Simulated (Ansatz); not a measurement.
A relaxation computed with Ansatz, from input to last step.

```yaml
crystal:
  lattice:
    - [4.4655592701, 0.0, 0.0]
    - [0.0, 4.4655592701, 0.0]
    - [0.0, 0.0, 4.4196595535]
  atoms:
    - { symbol: Ca, position: [0.0, 0.5, 0.5] }
    - { symbol: Ca, position: [0.5, 0.0, 0.5] }
    - { symbol: Ca, position: [0.5, 0.5, 0.0] }
    - { symbol: O, position: [0.0, 0.0, 0.0] }
basis:
  ecutwfc: 420
kpoints:
  mp_grid: { grid: [4, 4, 4] }
hamiltonian:
  xc: pbe
scf:
  occupations: { method: gaussian, width: 0.1 }
  lower_state_search: "off"
output:
  forces: true
  stress: true
  eigenvalues: true
relax:
  adjacent_minimum: "off"
  f_tol: 0.04
  max_steps: 70
  cell: { stress_tol: 0.4 }
```

```bash
ansatz run input.yaml --threads 1 --pin off --max-ram 2560MiB --backend cpu --events-out ev --progress --plain --runs-dir out
```

All numbers below come from Ansatz, DFT PBE, scalar-relativistic, plane waves, PAW.

Of 6 frames 6 are shown, positions in Å and forces in eV/Å; the SCF threshold varies from step to step. Steps run on the plane waves of an earlier cell, with a Pulay correction in the pressure. The basis is chosen afresh for the last frame, the zero of the energies, and at times for earlier ones too; energy and pressure step there, also at an unchanged geometry. Here that happened at step 4 (-12 meV/atom, 0.6 GPa); the frames before carry an error of that size.

```xyz
4
Lattice="4.4656 0.0000 0.0000 0.0000 4.4656 0.0000 0.0000 0.0000 4.4197" Properties=species:S:1:pos:R:3:forces:R:3 pbc="T T T" step=1 free_energy_over_end_meV_per_atom=141.34 pressure_GPa=8.77
Ca    0.0000    2.2328    2.2098    0.0000    0.0000    0.0000
Ca    2.2328    0.0000    2.2098    0.0000    0.0000    0.0000
Ca    2.2328    2.2328    0.0000    0.0000    0.0000    0.0000
O     0.0000    0.0000    0.0000    0.0000    0.0000    0.0000
4
Lattice="4.6835 0.0000 0.0000 0.0000 4.6835 0.0000 0.0000 0.0000 4.6267" Properties=species:S:1:pos:R:3:forces:R:3 pbc="T T T" step=2 free_energy_over_end_meV_per_atom=29.08 pressure_GPa=2.65
Ca    0.0000    2.3417    2.3134    0.0000    0.0000    0.0000
Ca    2.3417    0.0000    2.3134    0.0000    0.0000    0.0000
Ca    2.3417    2.3417    0.0000    0.0000    0.0000    0.0000
O     0.0000    0.0000    0.0000    0.0000    0.0000    0.0000
4
Lattice="4.7936 0.0000 0.0000 0.0000 4.7936 0.0000 0.0000 0.0000 4.7267" Properties=species:S:1:pos:R:3:forces:R:3 pbc="T T T" step=3 free_energy_over_end_meV_per_atom=14.52 pressure_GPa=0.29
Ca    0.0000    2.3968    2.3634    0.0000    0.0000    0.0000
Ca    2.3968    0.0000    2.3634    0.0000    0.0000    0.0000
Ca    2.3968    2.3968    0.0000    0.0000    0.0000    0.0000
O     0.0000    0.0000    0.0000    0.0000    0.0000    0.0000
4
Lattice="4.7936 0.0000 0.0000 0.0000 4.7936 0.0000 0.0000 0.0000 4.7267" Properties=species:S:1:pos:R:3:forces:R:3 pbc="T T T" step=4 free_energy_over_end_meV_per_atom=2.45 pressure_GPa=0.88
Ca    0.0000    2.3968    2.3634    0.0000    0.0000    0.0000
Ca    2.3968    0.0000    2.3634    0.0000    0.0000    0.0000
Ca    2.3968    2.3968    0.0000    0.0000    0.0000    0.0000
O     0.0000    0.0000    0.0000    0.0000    0.0000    0.0000
4
Lattice="4.8401 0.0000 0.0000 0.0000 4.8401 0.0000 0.0000 0.0000 4.7591" Properties=species:S:1:pos:R:3:forces:R:3 pbc="T T T" step=5 free_energy_over_end_meV_per_atom=0.59 pressure_GPa=0.20
Ca    0.0000    2.4201    2.3796    0.0000    0.0000    0.0000
Ca    2.4201    0.0000    2.3796    0.0000    0.0000    0.0000
Ca    2.4201    2.4201    0.0000    0.0000    0.0000    0.0000
O     0.0000    0.0000    0.0000    0.0000    0.0000    0.0000
4
Lattice="4.8401 0.0000 0.0000 0.0000 4.8401 0.0000 0.0000 0.0000 4.7591" Properties=species:S:1:pos:R:3:forces:R:3 pbc="T T T" step=6 free_energy_over_end_meV_per_atom=0.00 pressure_GPa=0.20
Ca    0.0000    2.4201    2.3796    0.0000    0.0000    0.0000
Ca    2.4201    0.0000    2.3796    0.0000    0.0000    0.0000
Ca    2.4201    2.4201    0.0000    0.0000    0.0000    0.0000
O     0.0000    0.0000    0.0000    0.0000    0.0000    0.0000
```

The start puts this composition into another compound's structure type, which needn't suit it. At the end the space group is P4/mmm (tolerance 0.05 Å).

Time: 13 s on 1 thread of Arm Neoverse V2, with other jobs on the host, peak memory 0.36 GiB.

The k mesh is coarse. Spin polarisation was left out, and a magnetic state may lie lower.